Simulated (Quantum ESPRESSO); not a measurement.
# Mo6HfAu: a guest atom moved from site to site

A calculation, not a measurement. The program is pw.x of Quantum ESPRESSO 7.5 (plane-wave density functional theory). The cell is made up: eight metal atoms on a hexagonal close-packed lattice, with elements, volume, strain and displacements drawn at random and not relaxed, so it may be unstable or far from any real phase. PseudoDojo standard norm-conserving files set the functional (PBE unless stated); there is no spin polarisation or spin-orbit coupling, the Fermi-Dirac width of 0.25 eV means electrons at about 2900 K, and the masses in the input are unused placeholders. Heavy elements are run without spin-orbit coupling, which real alloys of them have. A spin test at this wide smearing found no moment, but such smearing suppresses magnetism that the real alloy may have.

The runs move one Hf atom among sites that otherwise hold Mo. Cell, positions, cutoff, mesh and smearing stay as in the input of run 1; sites are counted in its order. Stress in the tables is positive in tension.

Input of run 1:

```
&control calculation='scf', pseudo_dir='./dojo.nc.sr.pbe.v0_5.standard.upf', outdir='./o', disk_io='minimal', tprnfor=.true., tstress=.true. /
&system ibrav=0, nat=8, ntyp=3, nbnd=75, ecutwfc=79.96652505, nosym=.true., tot_charge=0,
 occupations='smearing', smearing='fd', degauss=0.0183746611
/
&electrons conv_thr=1.470e-08, electron_maxstep=70, mixing_beta=0.5 /
ATOMIC_SPECIES
Au 1.0 Au.upf
Hf 1.0 Hf.upf
Mo 1.0 Mo.upf
CELL_PARAMETERS angstrom
4.3672 -2.482 -0.0106
-2.9259 -0.0446 -4.7061
2.949 5.0287 0.0338
ATOMIC_POSITIONS angstrom
Mo 0.0557 0.0251 0.013
Hf 1.4345 2.4984 0.0097
Mo 0.0672 1.544 -2.27
Mo 1.4106 4.0955 -2.3618
Mo 3.0304 0.1031 -0.0141
Mo 4.498 2.5621 -0.0636
Au 1.41 -0.861 -2.4047
Mo 3.0166 1.7056 -2.3455
K_POINTS automatic
5 5 4 1 1 1
```

```
run  elements on sites 1 to 8  free energy less that of run 1 (eV)  -TS (eV)  pressure (GPa)  stress xx (GPa)  stress yy (GPa)  stress zz (GPa)  stress yz (GPa)  stress xz (GPa)  stress xy (GPa)  iterations
  1   Mo Hf Mo Mo Mo Mo Au Mo                                0.000    -2.022           -3.32             5.91             2.47             1.57             0.46             0.20             1.60          19
  2   Mo Mo Hf Mo Mo Mo Au Mo                               -0.244    -1.997           -3.47             7.00             2.97             0.45             0.85             0.38             0.83          18
  3   Mo Mo Mo Hf Mo Mo Au Mo                               -0.033    -1.993           -3.44             6.26             2.85             1.22             1.25             0.44             1.50          19
  4   Mo Mo Mo Mo Hf Mo Au Mo                                0.007    -2.078           -3.39             5.51             2.96             1.70             1.05             0.83             1.74          18
  5   Mo Mo Mo Mo Mo Hf Au Mo                               -0.022    -2.036           -3.37             6.52             2.40             1.20             0.23            -0.02             1.50          19
  6   Mo Mo Mo Mo Mo Mo Au Hf                                0.150    -2.048           -2.98             5.47             2.72             0.74             1.35             0.57             1.26          19
```

Forces Fx Fy Fz (eV/Å):

| site | run 1 | run 2 | run 3 | run 4 | run 5 | run 6 |
| --- | --- | --- | --- | --- | --- | --- |
| 1 | 0.00 -0.69 -0.27 | 0.23 -0.97 0.83 | -0.02 -0.18 -0.52 | 0.07 -1.03 -0.04 | 0.38 0.10 -0.06 | 0.38 -0.41 -0.83 |
| 2 | 1.08 0.47 0.96 | 0.59 0.79 0.66 | 0.67 0.09 1.09 | 1.12 0.63 0.27 | 0.52 -0.10 0.51 | 0.28 0.22 0.07 |
| 3 | -0.41 0.45 -0.63 | -0.80 0.63 -0.98 | -0.44 0.83 -0.38 | -0.25 0.96 -0.33 | -0.71 0.66 -0.11 | -0.66 0.47 -0.24 |
| 4 | 0.02 0.09 -0.60 | -0.02 -0.27 0.01 | 0.73 -0.09 -0.16 | -0.35 -0.17 0.44 | 0.45 -0.28 -0.03 | 0.46 0.18 -0.06 |
| 5 | -1.13 -0.14 -0.46 | -0.82 0.18 -0.61 | -0.37 0.30 -0.84 | -0.98 0.05 -0.28 | -0.65 0.13 -0.37 | -0.50 -0.15 0.41 |
| 6 | -0.16 0.24 0.22 | -0.06 -0.01 -0.03 | -0.54 -0.17 0.42 | -0.28 -0.03 0.45 | -0.37 0.33 0.50 | -0.13 0.10 0.57 |
| 7 | 0.56 0.20 0.62 | 0.74 0.01 0.41 | 0.90 0.57 0.34 | 0.87 0.03 0.44 | 0.68 0.52 0.06 | 0.83 0.39 0.38 |
| 8 | 0.03 -0.62 0.15 | 0.15 -0.36 -0.29 | -0.94 -1.35 0.05 | -0.19 -0.43 -0.94 | -0.30 -1.36 -0.49 | -0.66 -0.81 -0.30 |

The sites are displaced and not relaxed, so the energy differences hold strain from misfit and are not ordering energies. A rerun of one cell of this series at a higher cutoff and on a denser mesh moved values by no more than 0.005 eV in energy, 0.06 GPa in stress and 0.010 eV/Å in force, and a second program with other atomic files agreed on that cell to 2 % rms in force and 0.5 GPa in pressure.